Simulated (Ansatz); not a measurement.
A relaxed structure of Zr is spoiled in several ways and relaxed again each time (squeezed and stretched starts keep its symmetry, which their runs cannot lower; pressure is positive under compression). All values below come from PBE (plane waves to 420 eV, PAW, scalar-relativistic; Ansatz, a first-principles code).

Space group P6₃/mmc (No. 194); a = 3.2316 Å, b = 3.2316 Å, c = 5.1736 Å, α = 90.00°, β = 90.00°, γ = 120.00°

```csv
atom,site,symmetry,x,y,z
Zr,2d,-6m2,0.6667,0.3333,0.2500
```

| change | first pressure (GPa) | largest first force (eV/Å) | released (eV/atom) | moves | outcome | final group | E − E(parent) (eV/atom) |
|---|---|---|---|---|---|---|---|
| deformed by the Cartesian strain tensor (xx, yy, zz, yz, xz, xy) = (0.019, -0.112, -0.137, 0.028, 0.028, 0.016) | (withheld) | 0.48 | (withheld) | 15 | (withheld) | (withheld) | (withheld) |
| stretched uniformly to 130 % of its volume | -15.5 | 0.00 | 0.42 | 9 | (withheld) | (withheld) | (withheld) |

Q: Some entries are withheld; supply them.

A: 
- deformed by the Cartesian strain tensor (xx, yy, zz, yz, xz, xy) = (0.019, -0.112, -0.137, 0.028, 0.028, 0.016), first pressure (GPa): 34.2
- deformed by the Cartesian strain tensor (xx, yy, zz, yz, xz, xy) = (0.019, -0.112, -0.137, 0.028, 0.028, 0.016), released (eV/atom): 0.54
- deformed by the Cartesian strain tensor (xx, yy, zz, yz, xz, xy) = (0.019, -0.112, -0.137, 0.028, 0.028, 0.016), outcome: returns to the parent
- deformed by the Cartesian strain tensor (xx, yy, zz, yz, xz, xy) = (0.019, -0.112, -0.137, 0.028, 0.028, 0.016), final group: P6₃/mmc
- deformed by the Cartesian strain tensor (xx, yy, zz, yz, xz, xy) = (0.019, -0.112, -0.137, 0.028, 0.028, 0.016), E − E(parent) (eV/atom): 0.00
- stretched uniformly to 130 % of its volume, outcome: returns to the parent
- stretched uniformly to 130 % of its volume, final group: P6₃/mmc
- stretched uniformly to 130 % of its volume, E − E(parent) (eV/atom): 0.00

First-step values come from each run's starting, coarser k-mesh (12×13×7, 11×11×6). Each cell has its own k-point mesh; energy differences are given only to the digits this allows. No spin polarisation in the result.
